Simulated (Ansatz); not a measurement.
Input and command of a plane-wave DFT calculation in Ansatz:

```yaml
crystal:
  lattice:
    - [0.0, 3.0413055117, 3.0413055117]
    - [3.0413055117, 0.0, 3.0413055117]
    - [3.0413055117, 3.0413055117, 0.0]
  atoms:
    - { symbol: V, position: [0.0, 0.0, 0.0], spin: 3.65 }
    - { symbol: I, position: [0.5, 0.5, 0.5] }
basis:
  ecutwfc: 420
kpoints:
  mp_grid: { grid: [16, 16, 16] }
hamiltonian:
  xc: pbe
scf:
  occupations: { method: gaussian, width: 0.1 }
output:
  forces: true
  stress: true
  eigenvalues: true
  populations: true
magnetization:
  spin_polarized: true
relax:
  adjacent_minimum: "off"
  f_tol: 0.01
  max_steps: 80
  cell: { stress_tol: 0.05 }
```

```bash
ansatz run input.yaml --threads 1 --pin off --max-ram 2560MiB --backend cpu --events-out ev --progress --plain --runs-dir out
```

Processor: Arm Neoverse N1, 1 thread, on a host shared with other jobs.

**Question.** Estimate time, memory and problem size.

**Answer.** About 2.8 min on 1 thread of Arm Neoverse N1 (shared host), peak memory 0.56 GiB. It solves 21 bands at 145 k points (the mesh reduced by symmetry) with about 965 plane waves (on the last cell), in 36 SCF iterations over 4 ionic steps.
